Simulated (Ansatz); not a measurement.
The start is a generated trial cell of HfN in the NbAs structure type. The structure is fully relaxed (lattice and positions, P = 0) with r2SCAN (plane waves to 500 eV, PAW, scalar-relativistic; Ansatz, a first-principles code). First-step values are on the input's coarse k-mesh.

Ansatz input (later rounds restart from its end on a renewed k-mesh):
Ansatz 0.2 input:
```yaml
crystal:
  lattice:
    - [-1.486885, 1.486885, 5.033861]
    - [1.486885, -1.486885, 5.033861]
    - [1.486885, 1.486885, -5.033861]
  atoms:
    - { symbol: Hf, position: [0.5, 0.5, 0] }
    - { symbol: Hf, position: [0.25, 0.75, 0.5] }
    - { symbol: N, position: [0.916, 0.916, 0] }
    - { symbol: N, position: [0.666, 0.166, 0.5] }
basis: { ecutwfc: 500, ecutrho_ratio: 4, xc_grid: 4, fft_grid_basis: typed }
kpoints: { mp_grid: { grid: [11, 11, 11] } }
hamiltonian:
  xc: r2scan
  dispersion: none
  pseudopotentials: { azcp: { folder: ./paw }, kind: paw }
scf: { occupations: { method: fermi_dirac, width: 0.05 } }
relax: { f_tol: 0.01, max_steps: 100, cell: { stress_tol: 0.02 } }
output: { forces: true, stress: true }
```

### Question
What pressure does the first self-consistent step give?

### Answer
+20 GPa (positive: the cell is compressed).

### Question
How do the shortest distances between atoms change?

### Answer
The closest pairs of elements (up to four, under 3.6 Å), start → end: Hf–N 2.24 → 2.25 Å; N–N 2.92 → 2.97 Å; Hf–Hf 2.92 → 2.97 Å.

### Question
What does it relax into? Give the structure.

### Answer

Space group I4₁md (No. 109); a = b = 2.974 Å, c = 10.792 Å, α = β = γ = 90.00°

| atom | site | symmetry | x | y | z |
|---|---|---|---|---|---|
| Hf | 4a | 2mm. | 0.0000 | 0.0000 | 0.7548 |
| N | 4a | 2mm. | 0.0000 | 0.0000 | 0.1612 |
(The calculation used a cell of 4 atoms; values per cell refer to that cell.)

The space group stays I4₁md (No. 109) (the run could not lower it), with 4 atoms in the primitive cell. Final values are on a 22×22×22 k-mesh of the relaxed cell. No spin polarisation in the result. A trial with spin found a lower state than this one, so it is not the electronic ground state.

The run could not lose the symmetry of its start: the end is stationary, and may be a saddle point rather than a minimum.

The relaxed structure here is a generated cell of HfN: the first start was made by placing the elements on the sites of a structure type, and the end was not matched to a known phase here, so it may be hypothetical. Known forms of HfN include space group No. 225.
